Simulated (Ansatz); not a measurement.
NaHO:
```
CELL_PARAMETERS angstrom
      1.70220    -5.44436     0.00000
      1.70220     5.44436     0.00000
      0.00000     0.00000     3.37060
ATOMIC_POSITIONS crystal
  Na 0.34056 0.65944 0.75000
  Na 0.65944 0.34056 0.25000
  H  0.03977 0.96023 0.75000
  H  0.96023 0.03977 0.25000
  O  0.87077 0.12923 0.25000
  O  0.12923 0.87077 0.75000
```

Relaxed with PBEsol.

**Question.** Map the electron localisation function on the plane through (0.341, 0.659, 0.750) spanned by u = [0, 0, 1] and v = [1, -1, 0] in lattice vectors, from PBEsol in the plane-wave PAW code Ansatz.

**Answer.** x is the fraction of u, y of v (the angle between them is 90°; rows are the nearest grid lines); atoms in the plane: Na at (0.00, 0.00), Na at (0.50, 0.32), H at (0.00, 0.70), H at (0.50, 0.62), O at (0.50, 0.53), O at (0.00, 0.79).
```
y \ x   0.000  0.118  0.176  0.294  0.353  0.471  0.529  0.647  0.706  0.824  0.882   1.00
------  -----  -----  -----  -----  -----  -----  -----  -----  -----  -----  -----  -----
1.00    0.163  0.541  0.616  0.039  0.015  0.032  0.032  0.015  0.039  0.616  0.541  0.163
0.925   0.210  0.094  0.026  0.009  0.009  0.013  0.013  0.009  0.009  0.026  0.094  0.210
0.850   0.789  0.794  0.766  0.547  0.292  0.031  0.031  0.292  0.547  0.766  0.794  0.789
0.775   0.247  0.731  0.821  0.672  0.447  0.049  0.049  0.447  0.672  0.821  0.731  0.247
0.700   0.974  0.870  0.615  0.109  0.054  0.060  0.060  0.054  0.109  0.615  0.870  0.974
0.625   0.094  0.056  0.059  0.395  0.754  0.973  0.973  0.754  0.395  0.059  0.056  0.094
0.550   0.041  0.273  0.548  0.798  0.786  0.370  0.370  0.786  0.798  0.548  0.273  0.041
0.450   0.019  0.091  0.232  0.535  0.601  0.646  0.646  0.601  0.535  0.232  0.091  0.019
0.375   0.017  0.010  0.009  0.126  0.376  0.599  0.599  0.376  0.126  0.009  0.010  0.017
0.300   0.036  0.019  0.014  0.495  0.618  0.328  0.328  0.618  0.495  0.014  0.019  0.036
0.225   0.027  0.022  0.016  0.010  0.018  0.078  0.078  0.018  0.010  0.016  0.022  0.027
0.150   0.008  0.008  0.009  0.011  0.012  0.014  0.014  0.012  0.011  0.009  0.008  0.008
0.0750  0.423  0.217  0.059  0.012  0.019  0.032  0.032  0.019  0.012  0.059  0.217  0.423
0.000   0.163  0.541  0.616  0.039  0.015  0.032  0.032  0.015  0.039  0.616  0.541  0.163
```

The density is the valence pseudo-density with augmentation charge, so density and ELF within about 1 Å of a nucleus are not all-electron values.

Space group Cmcm. The first step of the workflow began from a Materials Project structure, measured or hypothetical; the Crystallography Open Database copy checked does not list it. COD files the formula under space group No. 11. Its standing as an ambient phase is unchecked. The cell was relaxed with PBEsol under the symmetry of its start; its stability against distortions is not shown here.

Potentials: the later of the program's two PAW sets.
